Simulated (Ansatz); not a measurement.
RuW:
```xyz
2
Lattice="0.0000 2.5653 2.5653 2.5653 0.0000 2.5653 2.5653 2.5653 0.0000" Properties=species:S:1:pos:R:3 pbc="T T T"
Ru     0.0000     0.0000     0.0000
W      2.5653     2.5653     2.5653
```

Relaxed with PBE. Special points in fractions of this cell's reciprocal vectors: Γ (0.000, 0.000, 0.000); X (0.500, 0.000, 0.500); U (0.625, 0.250, 0.625); K (0.375, 0.375, 0.750); L (0.500, 0.500, 0.500); W (0.500, 0.250, 0.750).

Question: List the band energies nearest the Fermi level at these points for DFT-PBE in the program Ansatz with PAW potentials.

Answer: In eV from the Fermi level; about four levels below and three above (degenerate sets whole), none deeper than 8.9 eV; points with the same levels are listed once.

| k | below | above |
|---|---|---|
| Γ | -5.14 -5.14 -4.60 -4.60 -4.60 | 2.88 2.88 2.88 |
| X | -3.38 -0.99 -0.99 -0.75 | 1.17 1.17 3.06 |
| U | -3.46 -3.41 -3.05 -1.49 | 0.34 1.11 1.42 |
| L | -1.55 -1.55 -1.31 -1.31 | 0.55 0.55 0.88 |
| W | -3.82 -1.64 -1.04 -0.95 | 1.11 1.36 1.36 |

Space group Fm-3m (rock salt). The start of the workflow was typed in or built on a structure type; neither database checked (COD, Materials Project) lists it. Whether it is the stable phase at ambient conditions was not checked. Symmetry was held in the PBE relaxation; whether a distortion lowers the energy is not shown. The run is not spin-polarised. The volume moved by 15 % from the start of the relaxation. Its formation energy is positive at this level, so the cell may be metastable or incomplete. Scalar-relativistic: spin–orbit coupling is off unless named, which matters more the heavier the elements.

Potentials: the earlier of the program's two PAW sets.
